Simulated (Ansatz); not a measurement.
Consider the following.

PNO:
```yaml
crystal:
  lattice:
    - [-2.22308, 2.38652, 3.51227]
    - [2.22308, -2.38652, 3.51227]
    - [2.22308, 2.38652, -3.51227]
  atoms:
    - { symbol: P, position: [0.61095, 0.36095, 0.25000] }
    - { symbol: P, position: [0.88905, 0.13905, 0.75000] }
    - { symbol: N, position: [0.75000, 0.39448, 0.64448] }
    - { symbol: N, position: [0.25000, 0.10552, 0.85552] }
    - { symbol: O, position: [0.87531, 0.25000, 0.12531] }
    - { symbol: O, position: [0.62469, 0.75000, 0.37469] }
```

This is the r²SCAN-relaxed structure. x, y and z are the axes in which the lattice vectors are written.

Problem. All from DFT-r²SCAN in the program Ansatz with PAW potentials, unless another level is named. Predict the band gap.

Solution. 5.81 eV (indirect).

Problem. And the hole effective mass?

Solution. 1.6, 2.4, 2.4 mₑ (principal values).

Problem. Next, the formation energy from the elements (no fitted shifts)?

Solution. -1.27 eV/atom.

Problem. And the smallest direct gap on the standard path?

Solution. 6.28 eV.

Problem. What about the valence-band maximum?

Solution. at X (k = 0.500, 0.500, 0.500 in fractions of the reciprocal vectors).

Space group I2_12_12_1. The workflow started from a Materials Project entry (that database holds measured and hypothetical structures alike); the Crystallography Open Database copy checked does not list it. Whether it is the stable phase at ambient conditions was not checked. The cell was relaxed with r²SCAN under the symmetry of its start; its stability against distortions is not shown here. The references are the lowest solids computed at this level, not always the standard phases (solids in place of the gases).

Potentials: the later of the program's two PAW sets.
